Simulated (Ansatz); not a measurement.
The start is a generated cell, Cr built in the beta-Sn structure type. The cell and all atomic positions are relaxed at zero pressure with r2SCAN (plane waves to 500 eV, PAW, scalar-relativistic; Ansatz, an electronic-structure program). The first steps use a coarse 15×15×15 k-mesh.

The start:
```
Cr
1.0
   -2.25670     2.25670     1.23128
    2.25670    -2.25670     1.23128
    2.25670     2.25670    -1.23128
Cr
2
Cartesian
  0.00000   2.25670   0.61564
  0.00000   0.00000   0.00000
```
Spin-polarised start, with parallel moments on Cr.

```yaml
initial_pressure: "-7.6 GPa (negative: the cell is under tension)"
energy_released: 0.01 eV/atom
volume_change: -3.6 %, from 12.54 to 12.08 Å³/atom
Shortest distances (start → end): "The closest pairs of elements (up to four, under 3.6 Å), start → end: Cr–Cr 2.34 → 2.31 Å"
optimiser_moves: 7
```

Relaxed structure:

Space group I4₁/amd, origin choice 1 (No. 141); a = b = 4.452 Å, c = 2.439 Å, α = β = γ = 90.00°

```tsv
atom	site	symmetry	x	y	z
Cr	4a	-4m2	0.0000	0.0000	0.0000
```
(The calculation used a cell of 2 atoms; values per cell refer to that cell.)

Final values are on a 21×21×21 k-mesh of the relaxed cell. No spin polarisation in the result: the starting moments vanished. A magnetic state may lie lower.

The run could not lower the symmetry of its start; a shaken copy of this end point relaxes with r2SCAN to Im-3m (No. 229), 0.78 eV/atom lower.

The relaxed structure here is a generated cell of Cr: the first start was made by placing the elements on the sites of a structure type, and the end was not matched to a known phase here, so it may be hypothetical. Known forms of Cr include space group No. 229.
